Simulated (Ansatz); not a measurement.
B2O3:
Space group P3₁21 (No. 152); a = b = 4.2895 Å, c = 8.0525 Å, α = β = 90.00°, γ = 120.00°

```json
[
 {"atom": "B", "site": "6c", "symmetry": "1", "x": "0.3954", "y": "0.1528", "z": "0.1068"},
 {"atom": "O", "site": "6c", "symmetry": "1", "x": "0.1630", "y": "0.5613", "z": "0.4584"},
 {"atom": "O", "site": "3a", "symmetry": ".2.", "x": "0.1474", "y": "0.1474", "z": "0.0000"}
]
```

Relaxed with LDA.

Give the optical modes at the zone centre with their infrared activity from DFPT, DFT-LDA in the program Ansatz with PAW potentials.

Transverse frequencies, without the LO–TO term; a row sums one degenerate level.

```csv
ω (cm⁻¹),degeneracy,IR ((D/Å)²/amu),activity
115,1,1.12,IR
128,2,1.68,IR
185,1,0.00,IR-inactive
225,2,0.06,IR
283,2,0.11,IR
311,2,0.58,IR
312,1,0.00,IR-inactive
322,1,0.01,IR-inactive
335,1,0.00,IR-inactive
514,2,0.06,IR
544,1,21.05,IR
569,1,0.00,IR-inactive
585,2,7.60,IR
605,2,25.34,IR
680,1,0.97,IR
688,2,14.07,IR
710,1,0.00,IR-inactive
730,2,0.69,IR
1010,2,1.11,IR
1163,1,4.78,IR
1272,2,167.81,IR
1280,1,0.00,IR-inactive
1289,1,3.79,IR
1294,1,0.00,IR-inactive
1304,2,13.99,IR
1312,1,86.19,IR
1384,2,2.19,IR
1473,2,47.59,IR
```

How high does the top mode go among those that the LO–TO term moves?

1590 cm⁻¹ for q along x, 1590 cm⁻¹ for q along y, 1510 cm⁻¹ for q along z.

Space group P3_121. The workflow started from a Materials Project entry (that database holds measured and hypothetical structures alike); the Crystallography Open Database files this formula in space group No. 152, but the cells were not matched. Its standing as an ambient phase is unchecked. The LDA relaxation kept the symmetry of its start; phonons on a q-mesh show no instability.

Potentials: the later of the program's two PAW sets.
